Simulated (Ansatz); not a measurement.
## Squeezing YZn

```xyz
2
Lattice="0.0000 2.9630 2.9630 2.9630 0.0000 2.9630 2.9630 2.9630 0.0000" Properties=species:S:1:pos:R:3 pbc="T T T"
Y     0.0000    0.0000    0.0000
Zn    2.9630    2.9630    2.9630
```

The base volume is that of a database entry, with shape and atoms relaxed on PAW files at held volume, so it needn't be at zero pressure; the structure needn't be the stable phase, at rest or compressed.

Its volume is scaled, and at each volume shape and atoms are relaxed on PAW files; all methods then take that cell.

Computed with Ansatz 0.2.0; functional LDA, scalar-relativistic. Settings: a Γ-centred 11×11×11 k mesh, Fermi–Dirac smearing of 0.05 eV, no spin polarisation. Methods: LAPW: all electrons, basis error target 1 meV/atom; PAW: frozen-core files, cutoff 420 eV; norm-conserving: pseudopotentials, cutoff 1143 eV.

Energies are extrapolated to zero smearing and count from the unscaled cell; pressure is positive in compression; gaps take the mesh and a band path. No temperature or zero-point motion is included.

The PAW files were made under PBE.

| V/V0 | V (Å³/atom) | P LAPW (GPa) | ΔE LAPW (eV/atom) | P PAW − LAPW (GPa) | ΔE PAW − LAPW (meV/atom) | space group | shortest distance (Å) |
| --- | --- | --- | --- | --- | --- | --- | --- |
| 1.00 | 26.01 | -4.54 | 0.000 | 0.00 | 0.0 | Fm-3m | 2.963 |
| 0.85 | 22.11 | 5.66 | -0.003 | 0.00 | 0.1 | Fm-3m | ? |
| 0.55 | 14.31 | 86.4 | ? | -0.04 | -0.2 | Fm-3m | 2.428 |
| 0.40 | 10.41 | 241.7 | 5.349 | -0.18 | -2.5 | Fm-3m | 2.183 |

Problem. What belongs in the row "0.55", column "ΔE LAPW (eV/atom)"?

Solution. 1.699.

Problem. Give the missing entry: row "0.85", column "shortest distance (Å)".

Solution. 2.807.

Problem. From the table, what is the rise of the enthalpy H = E + pV up to the last row, and how stiff is the crystal between the last two rows?

Solution. ΔH = 5.349 eV + (241.7 GPa × 10.41 Å³ + 4.54 GPa × 26.01 Å³) × 0.006242 eV/(GPa·Å³) = 21.78 eV/atom, of which pV makes 75 %. The mean bulk modulus there is −ΔP/Δln V = 488 GPa.

Problem. At the smallest volume, how far does norm-conserving lie from LAPW in pressure?

Solution. norm-conserving: +1.00 GPa, on a LAPW pressure of 241.7 GPa.
